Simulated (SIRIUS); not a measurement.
## Small calculations from the output for ZnS (F-43m, 2 atoms in the cell; from Materials Project mp-10695)

```xyz
2
Lattice="0.0000 2.6937 2.6937 2.6937 0.0000 2.6937 2.6937 2.6937 0.0000" Properties=species:S:1:pos:R:3 pbc="T T T"
Zn     0.0000     0.0000     0.0000
S      1.3468     1.3468     1.3468
```

Computed with PBE, GBRV PBE ultrasoft pseudopotentials (plane waves; SIRIUS).

Main settings: parameters.ngridk = 6 6 6; parameters.xc_functionals = [XC_GGA_X_PBE, XC_GGA_C_PBE]; parameters.gk_cutoff = 6.325 1/bohr; parameters.pw_cutoff = 14.143 1/bohr; parameters.smearing = gaussian; parameters.smearing_width = 0.0001 Ha; potentials = GBRV PBE ultrasoft pseudopotentials; parameters.electronic_structure_method = pseudopotential.

The structure comes from a collection of computed structures, made at another level of theory; the collection holds predicted forms beside known ones.

The cell holds 263.8 bohr³ and the plane-wave cutoff is 40.0 Ry.

Question: How many plane waves does a k-point need, and how does the count grow with the cutoff?

Answer: In Rydberg units |k + G|² ≤ E, a sphere of radius √40.0 = 6.325 bohr⁻¹. Each G takes (2π)³/V of reciprocal space, so N = V E^(3/2)/(6π²) = 263.8 × 253.0/59.218 = 1127. The program's largest count at a k-point is 1158; single k-points scatter about the estimate. The count grows as E^(3/2): 20 % more cutoff means 31 % more plane waves.

The cell was also run at V = 38.699 Å³ (F = -6609.20274 eV, P = 3.28 GPa) and V = 39.481 Å³ (F = -6609.21481 eV, P = 1.68 GPa), scaled uniformly; the base has V = 39.090 Å³, P = 2.46 GPa and F₀ = -6609.20976 eV.

Question: Check the pressure against the energies, and estimate the bulk modulus and the volume of zero pressure.

Answer: P = −dF/dV ≈ −(-0.01207 eV)/(0.782 Å³) = 0.01543 eV/Å³; times 160.218 GPa per eV/Å³ this is 2.47 GPa, against 2.46 GPa from the stress tensor. B = −V dP/dV ≈ −39.090 × (-1.60 GPa)/(0.782 Å³) = 80 GPa at this volume. The curvature of the energies, B = V (F₊ + F₋ − 2F₀)/(ΔV/2)², gives 81 GPa. To first order the pressure vanishes at V0 ≈ V(1 + P/B) = 40.29 Å³, so all lengths change by about 1.01 %. Shape and fractional positions were held, which usually makes B too large where they are free.

A band-structure run on this density gave a gap of 2.14 eV along the path. From the bottom of the conduction band at Γ toward X, the level moves away from the edge by 0.0890 eV at Δk = 0.0648 Å⁻¹ and by 0.3226 eV at Δk = 0.1296 Å⁻¹. From the top of the valence band at Γ toward X, the level moves away from the edge by 0.0231 eV at Δk = 0.0648 Å⁻¹ and by 0.0905 eV at Δk = 0.1296 Å⁻¹.

Question: Estimate the effective masses, and the wavelength of a photon at the gap.

Answer: For a parabola ΔE = ħ²Δk²/(2m*), with ħ²/(2mₑ) = 3.810 eV Å², so m*/mₑ = 3.810 Δk²/ΔE. At the bottom of the conduction band: 3.810 × 0.0648²/0.0890 = 0.18 from the nearer point and 0.20 from the farther. At the top of the valence band: 3.810 × 0.0648²/0.0231 = 0.69 from the nearer point and 0.71 from the farther. Where the two differ the band is not parabolic over this range, and the mass at the edge lies beyond the nearer value. These are masses along one direction, for the outermost band, at this level of theory and without spin-orbit coupling. The gap corresponds to λ = 1239.8 nm eV/2.14 eV = 579 nm; semi-local functionals usually give gaps below the measured ones.
